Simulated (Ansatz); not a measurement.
This run works on a generated trial structure, not on a known crystal.

Input and command of a plane-wave DFT calculation in Ansatz:

```yaml
crystal:
  lattice:
    - [3.55532948, 0.0, 0.0]
    - [-1.77766474, 3.07900565, 0.0]
    - [0.0, 0.0, 10.24144041]
  atoms:
    - { symbol: Li, position: [0.66666667, 0.33333333, 0.0] }
    - { symbol: Hf, position: [0.0, 0.0, 0.115003] }
    - { symbol: Hf, position: [0.0, 0.0, 0.62565601] }
    - { symbol: Hf, position: [0.0, 0.0, 0.37434399] }
    - { symbol: Hf, position: [0.0, 0.0, 0.884997] }
    - { symbol: O, position: [0.66666667, 0.33333333, 0.5] }
    - { symbol: O, position: [0.33333333, 0.66666667, 0.247889] }
    - { symbol: O, position: [0.33333333, 0.66666667, 0.752111] }
basis:
  ecutwfc: 420
kpoints:
  mp_grid: { grid: [5, 5, 2] }
hamiltonian:
  xc: pbe
scf:
  occupations: { method: gaussian, width: 0.2 }
  lower_state_search: "off"
output:
  forces: true
  stress: true
  eigenvalues: true
relax:
  adjacent_minimum: "off"
  f_tol: 0.08
  max_steps: 16
  cell: { stress_tol: 0.8 }
```

```bash
ansatz run input.yaml --threads 1 --pin off --max-ram 2560MiB --backend cpu --events-out ev --progress --plain --runs-dir out
```

Processor: Intel(R) Xeon(R) Platinum 8488C (Sapphire Rapids), 1 thread, on a host shared with other jobs.

How long does it run, and how much memory does it take?

About 2.4 min, peak memory 0.48 GiB. It solves 75 bands at 10 k points (after reduction by symmetry) with about 2187 plane waves (on the last cell), in 171 SCF iterations over 17 ionic steps, the closing evaluation included.
